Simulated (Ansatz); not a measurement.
A distorted cell of CuI (zinc blende):

```
CuI
1.0
    0.00000     3.03967     3.03967
    3.03967     0.00000     3.03967
    3.03967     3.03967     0.00000
I Cu
1 1
Direct
  0.75000   0.75000   0.89475
  0.00000   0.00000   0.00000
```

The numbers are results of PBE (plane waves to 420 eV, PAW, scalar-relativistic; Ansatz, a program for electronic structure), not measurements. k mesh 8×8×8 (Γ-centred), Fermi-Dirac smearing 0.05 eV. E stands for the smeared free energy. Stress and pressure are positive under compression. CuI is run without spin polarisation. CuI was relaxed with its symmetry unable to fall. Spin-orbit coupling is left out, though I is heavy.

Question: What forces act on the atoms (eV/Å, Cartesian)?

Answer: 
```tsv
atom	Fx	Fy	Fz
I1	-2.293	-2.293	-3.073
Cu2	2.293	2.293	3.073
```

Question: Give the stress tensor in GPa and the pressure.

Answer: 
```
    6.2      7.2      8.9
    7.2      6.2      8.9
    8.9      8.9     12.4
```
The pressure, a third of the trace, is 8.3 GPa.

Question: In it atom 1 sits (0.440, 0.440, 0.000) Å away from its relaxed site. What is its energy relative to the relaxed cell?

Answer: 739 meV/cell.

(A displaced cell: forces are minus the slopes of the energy, force constants its curvatures, and phonons follow from these.)
